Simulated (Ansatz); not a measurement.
¹⁰⁵Pd nuclear quadrupole resonance in Ag2Te9Pd14

Cell: a structure deposited in the COD, atoms as given.

Space group I4/m (No. 87); a = 8.9599, c = 11.8220 Å.

```csv
site,Wyckoff,site symmetry,x,y,z
Ag,4e,4..,0.0000,0.0000,0.6919
Te3,2a,4/m..,0.0000,0.0000,0.0000
Te4,16i,1,0.6262,0.1880,0.1480
Pd12,16i,1,0.5718,0.2790,0.3616
Pd20,8h,m..,0.2051,0.9068,0.5000
Pd24,4c,2/m..,0.5000,0.0000,0.0000
```

One atom of each set is listed; the run and its k-mesh use a cell of 25 atoms with edges of 8.66, 8.66, 8.66 Å.

All values are calculated (Ansatz; DFT, PBE, plane waves and PAW, scalar-relativistic, 420 eV cutoff, Γ-centred 5×5×5 k-points, Fermi–Dirac smearing 0.05 eV), not measured.

¹⁰⁵Pd: I = 5/2, Q = 660.0 mb (year-2017 value). Static lattice, zero field.

Problem. At which frequencies do the ¹⁰⁵Pd NQR lines lie?

Solution. For I = 5/2 and η = 0 the lines are 3|C_Q|/20 and twice that; η pulls their ratio below 2.

```tsv
site	atoms	V_zz (10²¹ V/m²)	C_Q (MHz)	η	line frequencies (MHz)
Pd12	8	-5.39	-86.1	0.09	13.0, 25.8
Pd20	4	-7.34	-117	0.18	18.2, 34.9
Pd24	2	-8.56	-137	0.34	22.9, 40.1
```

At Pd12 V_zz points along its one bond to Ag (within 8°).

At this cell the PBE pressure is 5 GPa, so with PBE the cell would grow if it were relaxed. The run finds no gap above 0.1 eV (a metal, or nearly one), so the gradients can move by 10 % or more with the k-mesh. Without spin–orbit coupling the gradients at and beside Te can be off by some per cent, at some sites by more. With these PAW files V_zz is typically within 2 to 3 % of all-electron values, but misses above 10 % occur on Pd.
